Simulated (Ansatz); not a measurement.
## CuI, first-principles data

CuI:
```yaml
crystal:
  lattice:
    - [4.26310, 0.00000, 0.00000]
    - [-2.13155, 3.69196, 0.00000]
    - [0.00000, 0.00000, 9.84091]
  atoms:
    - { symbol: Cu, position: [0.50000, 0.00000, 0.50000] }
    - { symbol: Cu, position: [0.00000, 0.50000, 0.16667] }
    - { symbol: Cu, position: [0.50000, 0.50000, 0.83333] }
    - { symbol: I, position: [0.49997, 0.00002, 0.00000] }
    - { symbol: I, position: [0.99998, 0.49995, 0.66667] }
    - { symbol: I, position: [0.49995, 0.49997, 0.33333] }
```

Space group P6_222 (No. 180); conventional cell a = b = 4.263 Å, c = 9.841 Å, α = β = 90.00°, γ = 120.00°.

Method: plane-wave PAW HSE06 (Ansatz code). The cell and atoms are relaxed at this level. Other levels are named where they apply.

Cell and energy:

```json
{
 "volume_per_atom": "25.81 Å³",
 "density": "6.13 g/cm³"
}
```

Electronic structure:

```json
{
  "band_gap": "1.97 eV (indirect)",
  "valence_band_maximum": "at A",
  "conduction_band_minimum": "at Γ",
  "smallest_direct_gap_on_the_standard_path": "2.47 eV"
}
```

The cell is a constructed one: a structure type filled with these elements; neither database checked (COD, Materials Project) lists it. It is not the phase usual at ambient conditions (space group No. 216). The HSE06 relaxation kept the symmetry of its start; its stability against distortions is not shown here. The run is not spin-polarised. The hybrid was solved on a coarse mesh, the path and, where they were found, the r²SCAN edge points; its band edges are the extreme levels among these. Scalar-relativistic: spin–orbit coupling is off unless named, which matters more the heavier the elements.

Potentials: the later of the program's two PAW sets.
